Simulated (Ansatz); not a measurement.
YAl$_{3}$N$_{4}$ (Cmmm)

All numbers below come from Ansatz 0.2.0, DFT PBE, scalar-relativistic, plane waves, PAW.

Cutoff 420 eV; k points 6×6×10 on the computed 8-atom cell (Γ-centred); Gaussian smearing, width 0.02 eV; no spin polarisation.

The structure is relaxed at this level of theory with its symmetry kept, and needn't be the ground state of this composition.

```
Y Al N
1.0
     3.07163   -4.28696    0.00000
     3.07163    4.28696    0.00000
     0.00000    0.00000    3.08278
Y Al N
1 3 4
Direct
  0.00000 0.00000 0.00000
  0.00000 0.50000 0.50000
  0.50000 0.00000 0.50000
  0.50000 0.50000 0.00000
  0.73475 0.26525 0.00000
  0.72525 0.72525 0.50000
  0.27475 0.27475 0.50000
  0.26525 0.73475 0.00000
```

Q: Formation energy from the elements' standard states (uncorrected)?

A: -1.074 eV/atom.

Q: Kohn–Sham band gap?

A: 1.76 eV.

Q: Orbital (Löwdin) character of the top 1 eV of the valence band?

A: N 2p 90 %.

Q: Orbital (Löwdin) character of the lowest 1 eV of the conduction band?

A: Y 4d 61 %, N 2p 13 %, Al 3s 13 %, unprojected 9 %.

Q: Bader charge by site (e)?

A: Y (1 in the cell) 1.90, Al (2 in the cell) 2.39, Al (1 in the cell) 2.47, N (2 in the cell) -2.33, N (2 in the cell) -2.24.

Another cell of YAl3N4 relaxed alike, in I-42m, lies 164 meV/atom lower, so this cell isn't the stable form at this level.

The cell was found from a structure generator's guess, not taken from experiment. Kohn–Sham gaps at this level usually fall short of measured ones. Löwdin shares on free-atom orbitals overweight diffuse shells in the empty bands.
